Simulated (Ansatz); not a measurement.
The start is a relaxed SnO cell displaced along its unstable phonon at q = (½, ½, 0) of its primitive reciprocal cell (325i cm⁻¹), largest move 0.15 Å. The cell and all atomic positions are relaxed at zero pressure with r2SCAN (plane waves to 500 eV, PAW, scalar-relativistic; Ansatz, a quantum-chemistry and plane-wave program). The first steps use a coarse 7×7×7 k-mesh.

Input geometry:
```yaml
crystal:
  lattice:
    - [6.20477, 0.00000, 0.00000]
    - [3.10238, 3.10238, 0.00000]
    - [0.00000, 0.00000, 3.10238]
  atoms:
    - { symbol: Sn, position: [0.99819, 0.00000, 0.00000] }
    - { symbol: Sn, position: [0.50181, 0.00000, 0.00000] }
    - { symbol: O, position: [0.97583, 0.54835, 0.50000] }
    - { symbol: O, position: [0.52417, 0.45165, 0.50000] }
```

Q: Does it find its way back to the structure it was made from?

A: It does not go back: it reaches Cmmm (No. 65), AFLOW prototype AB_oC8_65_j_g (as in VIr), 0.20 eV/atom below the parent.

Q: How do the shortest distances between atoms change?

A: The closest pairs of elements (up to four, under 3.6 Å), start → end: O–Sn 2.60 → 2.37 Å; O–O 2.80 → 2.44 Å; Sn–Sn 3.08 → 2.83 Å.

Q: What band gap does the relaxed structure have at this level?

A: Zero (metallic).

Q: Write out the relaxed structure.

A: 
Space group Cmmm (No. 65); a = 6.463 Å, b = 7.367 Å, c = 2.918 Å, α = 90.00°, β = 90.00°, γ = 90.00°

```csv
atom,site,symmetry,x,y,z
Sn,4g,2mm,0.2189,0.0000,0.0000
O,4j,m2m,0.5000,0.3346,0.5000
```
(The calculation used a cell of 4 atoms; values per cell refer to that cell.)

Final values are on a 10×10×16 k-mesh of the relaxed cell. No spin polarisation in the result.

The run could not lose the symmetry of its start: the end is stationary, and may be a saddle point rather than a minimum.

The relaxed structure here is a generated cell of SnO: the first start was made by placing the elements on the sites of a structure type, and the end was not matched to a known phase here, so it may be hypothetical. Known forms of SnO include space group No. 129.
